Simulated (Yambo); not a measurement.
G0W0@PBEsol for a free-standing SnSe monolayer (symmetry Pmn2_1, slab cell 16.1 Å high) in Yambo (4×4×1 mesh, 6 Ry block, plasmon pole, screening fixed), without a terminator:

```csv
bands N in G,"gap (0.25, 0.25) → (-0.5, 0) (eV)",shift of the valence edge (eV)
69,2.294,-0.175
108,2.280,-0.422
161,2.285,-0.565
```

Problem. Extrapolate both columns to infinite N with E(N) = E∞ + A/N, test the form, and compare with the terminator.

Solution. From two points, E∞ = (N2 E2 − N1 E1)/(N2 − N1). The two largest N give 2.30 eV for the gap and -0.86 eV for the shift; the two smallest give 2.26 eV and -0.86 eV. For the gap the slopes A are 2.7 and -1.6 eV: the form isn't reached, and its limit is uncertain. For the shift the slopes A are 47 and 47 eV: the 1/N form holds. With the Bruneval-Gonze terminator and 161 bands the run gives 2.30 eV and -0.73 eV, 0.00 eV and 0.13 eV from the extrapolated values: the terminator too is an estimate of the remainder. Block, mesh and the bands in W are held fixed. In the run with 161 bands and a 6 Ry block, which covers more k points, the smallest G0W0 gap is 2.12 eV, (0, -0.5) → (-0.5, 0).

The standard potentials for Se, Sn keep a d shell in the valence without the s and p states of that shell. In tests on such compounds this moved G0W0 gaps by up to about 0.9 eV, so absolute quasiparticle energies here are unreliable; differences between settings are what counts.

Spin-orbit coupling is not included.

Geometry relaxed with PBEsol; primitive cell a = 4.2210 Å, b = 4.2263 Å, c = 16.1000 Å, α = 90.00°, β = 90.00°, γ = 90.00°.

This is a model layer cut from the bulk structure; whether it is stable on its own was not checked.

A shift is the quasiparticle energy of the state minus its PBEsol energy.
